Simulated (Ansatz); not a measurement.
This run works on a generated trial structure, not on a known crystal.

Input and command of a plane-wave DFT calculation in Ansatz:

```yaml
crystal:
  lattice:
    - [3.9651568965, -3.7175267678, 0.0]
    - [3.9651568965, 3.7175267678, 0.0]
    - [-3.8900648295, 0.0, 5.0919369296]
  atoms:
    - { symbol: Sn, position: [0.628957957, 0.628957957, 0.2581546771] }
    - { symbol: Sn, position: [0.3653297089, 0.8575012209, 0.7279880855] }
    - { symbol: Sn, position: [0.8575012209, 0.3653297089, 0.7279880855] }
    - { symbol: Ge, position: [0.1068993897, 0.1068993897, 0.2882174513] }
    - { symbol: O, position: [0.4666558576, 0.0414170374, 0.4992903295] }
    - { symbol: O, position: [0.0414170374, 0.4666558576, 0.4992903295] }
    - { symbol: O, position: [0.5620969411, 0.5620969411, 0.5281638986] }
    - { symbol: O, position: [0.97177274, 0.97177274, 0.4710837517] }
basis:
  ecutwfc: 420
kpoints:
  mp_grid: { grid: [8, 8, 8] }
hamiltonian:
  xc: pbe
scf:
  occupations: { method: gaussian, width: 0.02 }
output:
  forces: true
  stress: true
  eigenvalues: true
relax:
  adjacent_minimum: "off"
  f_tol: 0.01
  max_steps: 80
  cell: { stress_tol: 0.05 }
```

```bash
ansatz run input.yaml --threads 4 --pin off --max-ram 8192MiB --backend cpu --events-out ev --progress --plain --runs-dir out
```

Processor: Intel(R) Xeon(R) Platinum 8488C (Sapphire Rapids), 4 threads, on a host shared with other jobs.

Problem. Estimate time, memory and problem size.

Solution. About 100 s, peak memory 1.1 GiB. It solves 48 bands at 150 k points (after reduction by symmetry) with about 2937 plane waves (on the last cell), in 27 SCF iterations over 4 ionic steps.
